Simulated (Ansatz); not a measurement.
Input:

LiH:
Space group Fm-3m (No. 225); a = 4.005 Å, b = 4.005 Å, c = 4.005 Å, α = 90.00°, β = 90.00°, γ = 90.00°

```csv
atom,site,symmetry,x,y,z
Li,4a,m-3m,0.0000,0.0000,0.0000
H,4b,m-3m,0.5000,0.5000,0.5000
```
(The calculation used a cell of 2 atoms; values per cell refer to that cell.)

This is the r²SCAN-relaxed structure.

Task: All from r²SCAN in the plane-wave PAW code Ansatz, unless another level is named. Estimate the Bader charges.

Result: Li +0.87, H -0.87 e.

Task: Next, the electronic dielectric constant ε∞ (DFPT)?

Result: 3.89.

Task: Predict the Born charges (a third of the trace).

Result: Li +1.00, H -1.00 e.

The r²SCAN relaxation kept the symmetry of its start; phonons on a q-mesh show no instability.

Potentials: the later of the program's two PAW sets.
